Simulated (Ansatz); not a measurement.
System: GaAs (zinc blende type), 2 atoms in the cell.

Level of theory: Ansatz, r²SCAN, plane waves, PAW datasets (earlier set, tuned by hand).

Cutoff 1300 eV; k-mesh 6×6×6 Γ-centred; Fermi–Dirac smearing of 0.02 eV; no spin polarisation.

```
Ga As
1.0
     0.00000    2.87500    2.87500
     2.87500    0.00000    2.87500
     2.87500    2.87500    0.00000
Ga As
1 1
Direct
  0.00000 0.00000 0.00000
  0.25000 0.25000 0.25000
```

**Question.** What pressure does the calculation give?

**Answer.** The pressure is -2.84 GPa, so at these settings the cell is stretched and would shrink.

The stress includes the program's correction for the finite plane-wave basis.
